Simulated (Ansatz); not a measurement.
Si2Ni:
```
Si2Ni
1.0
    0.00000     2.69354     2.69354
    2.69354     0.00000     2.69354
    2.69354     2.69354     0.00000
Si Ni
2 1
Cartesian
  1.34677   1.34677   1.34677
  4.04031   4.04031   4.04031
  0.00000   0.00000   0.00000
```

Relaxed with r²SCAN. Special points in fractions of this cell's reciprocal vectors: Γ (0.000, 0.000, 0.000); X (0.500, 0.000, 0.500); U (0.625, 0.250, 0.625); K (0.375, 0.375, 0.750); L (0.500, 0.500, 0.500); W (0.500, 0.250, 0.750).

Task: List the band energies nearest the Fermi level at these points for the program Ansatz at the r²SCAN level (PAW).

Result: In eV from the Fermi level; about four levels below and three above (degenerate sets whole), none deeper than 8.9 eV; points with the same levels are listed once.

```csv
k,below,above
Γ,-5.62 -5.62 -5.62 -3.85 -3.85,0.09 1.73 1.73 1.73
X,-3.86 -3.86 -3.77 -3.42 -0.38,1.46 7.95 8.91 8.91
U,-4.07 -3.67 -3.21 -2.93,0.25 3.82 4.87
L,-3.62 -3.62 -1.72 -1.72,1.83 1.83 2.10
W,-4.03 -4.03 -3.86 -3.49 -2.71,2.34 2.34 4.88
```

Space group Fm-3m (fluorite or antifluorite type). The cell was relaxed with r²SCAN under the symmetry of its start; of distortions, only those at the zone centre were tested. The run is not spin-polarised.

Potentials: the earlier of the program's two PAW sets.
